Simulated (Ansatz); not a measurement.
BN in space group R3m (No. 160; B on 3a, N on 3a), r²SCAN+D4 (plane waves, PAW; program Ansatz). The conduction-band minimum lies at F, with 3 equivalent valleys. Second derivatives d²E/dk² of the lowest band at one valley (eV·Å²), along Cartesian directions:

| direction | d²E/dk² |
|---|---|
| [100] | 25.47 |
| [010] | 10.64 |
| [001] | 9.643 |
| [110] | 30.89 |
| [101] | 22.20 |
| [011] | 12.82 |

**Question.** Find the principal effective masses, the density-of-states mass and the conductivity mass.

**Answer.** Off-diagonal terms follow from H_xy = H[110] − (H_xx + H_yy)/2, and m*/mₑ = 7.620 eV·Å² over each eigenvalue: 0.22, 0.90, 2.4. One valley's DOS mass (m₁m₂m₃)^(1/3) = 0.78, conductivity mass 3/(Σ 1/mᵢ) = 0.50 mₑ.

**Question.** What effective density of states Nc follows at 300 K for parabolic valleys?

**Answer.** Nc = 2.509e19 × 3 × (0.78)^(3/2) ≈ 5.2e19 cm⁻³.

The first step of the workflow began from a Materials Project structure, measured or hypothetical; the Crystallography Open Database copy checked does not list it. It is not the phase usual at ambient conditions (space group No. 186, 194, 216). The r²SCAN+D4 relaxation kept the symmetry of its start; whether a distortion lowers the energy is not shown.

Potentials: the later of the program's two PAW sets.

Edges and masses are those of Kohn–Sham bands, whose gap is no quasiparticle gap.
